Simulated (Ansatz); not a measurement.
# Hf, one cell by several methods

```xyz
2
Lattice="3.1967 -0.0480 -0.0480 -1.6399 2.7924 -0.0176 -0.0759 -0.0759 5.0578" Properties=species:S:1:pos:R:3 pbc="T T T"
Hf   -0.0467    1.8266    1.2368
Hf    1.5276    0.8419    3.7555
```

Atom numbers follow the list: Hf1, Hf2.

The cell comes from COD entry 9008501, which wasn't checked; take it as a given geometry. The listed cell was then made from it by scaling, straining or moving an atom.

Spin–orbit coupling is left out, though it moves levels of the heavy atoms by tenths of an eV or more.

Methods: DFT, PBEsol, PAW with Ansatz's default frozen-core files, scalar-relativistic (Ansatz 0.2.0); DFT, PBEsol, all-electron LAPW, scalar-relativistic (Ansatz 0.2.0).

For PAW: a Γ-centred 13×13×7 k mesh, Fermi–Dirac smearing of 0.05 eV, cutoff 420 eV, no spin polarisation; the PAW files were made with PBE, and the program remakes their frozen cores for this functional. LAPW targets a basis error of 0.5 meV/atom. The Ansatz runs share mesh, smearing and spin set-up. Plane-wave (PAW) pressures include the program's estimate of the Pulay term.

Stress and pressure are positive in compression.

The change that made this cell: equal xy, yz and zx engineering shear strains of -3 %.

```csv
quantity,PAW,LAPW
pressure (GPa),-3.67,-3.65
stress xx (GPa),-3.65,-3.63
stress yy (GPa),-3.60,-3.58
stress zz (GPa),-3.78,-3.76
stress yz (GPa),1.52,1.52
stress xz (GPa),1.54,1.54
stress xy (GPa),2.05,2.05
"force on Hf1, x (eV/Å)",0.081,0.081
```

PAW's pressure differs from the LAPW value by -0.02 GPa.
